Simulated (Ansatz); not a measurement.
B:
```xyz
6
Lattice="4.1456 0.0000 0.0000 0.0000 4.1456 0.0000 0.0000 0.0000 4.1456" Properties=species:S:1:pos:R:3 pbc="T T T"
B      0.8079     2.0728     2.0728
B      3.3376     2.0728     2.0728
B      2.0728     0.8079     2.0728
B      2.0728     3.3376     2.0728
B      2.0728     2.0728     0.8079
B      2.0728     2.0728     3.3376
```

Relaxed with r²SCAN. Special points in fractions of this cell's reciprocal vectors: Γ (0.000, 0.000, 0.000); X (0.000, 0.500, 0.000); M (0.500, 0.500, 0.000); R (0.500, 0.500, 0.500).

**Question.** List the band energies nearest the Fermi level at these points for plane-wave PAW r²SCAN (Ansatz code).

**Answer.** In eV from the Fermi level; about four levels below and three above (degenerate sets whole), none deeper than 8.9 eV; … stands for higher levels left out; points with the same levels are listed once.

| k | below | above |
|---|---|---|
| Γ | -5.37 -5.37 -5.37 -5.27 -3.98 -3.98 | 1.92 1.92 1.92 |
| X | -3.82 -0.56 -0.56 -0.53 | 2.02 3.78 6.76 |
| M | -0.43 -0.43 -0.27 -0.27 | 5.58 5.58 … |
| R | -7.23 -7.23 -7.23 -2.53 -2.53 -2.53 | 0.12 0.12 0.12 |

Space group Pm-3m. The start of the workflow was typed in or built on a structure type; neither database checked (COD, Materials Project) lists it. It is not the phase usual at ambient conditions (space group No. 166). Symmetry was held in the r²SCAN relaxation; whether a distortion lowers the energy is not shown.

Potentials: the later of the program's two PAW sets.
